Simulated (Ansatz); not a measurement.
# Structures of Zr2Mo: which is lowest?

Plane-wave DFT in Ansatz with scalar-relativistic PAW potentials, cutoff 420 eV, Γ-centred meshes chosen by cell and gap, Gaussian smearing with energies taken to zero width. Every cell was relaxed (cell and atoms) in a run of its own, within the symmetry of its start. Functional: PBE.

Relaxed structures (starts from databases or built by putting these elements on another compound's sites):
A. P6/mmm, 3 atoms in the computed cell, a = 4.910 Å, c = 2.830 Å; sites (symmetry × multiplicity) Zr -6m2 × 2, Mo 6/mmm × 1; start: built
B. P-3m1, 3 atoms in the computed cell, a = 4.706 Å, c = 3.129 Å; sites (symmetry × multiplicity) Zr 3m. × 2, Mo -3m. × 1; start: built
C. Fm-3m, 3 atoms in the computed cell, a = 6.495 Å; sites (symmetry × multiplicity) Zr -43m × 8, Mo m-3m × 4; start: built

Rank them by energy. Could pressure change the order?

| structure | group | E − E(lowest) (meV/atom) | V (Å³/atom) | gap on mesh (eV) |
| --- | --- | --- | --- | --- |
| B | P-3m1 | 0.0 | 20.00 | 0.00 |
| A | P6/mmm | 230 | 19.69 | 0.00 |
| C | Fm-3m | 363 | 22.83 | 0.00 |

B is lowest, 230 meV/atom under A. The two lowest differ in volume by under 3 %, too little for a first-order estimate of what pressure does to that pair (other pairs aren't weighed here); with rigid cells even 3 % in favour of the higher one would need about 61 GPa. Other structures may lie lower than all of these, and vibrations aren't counted.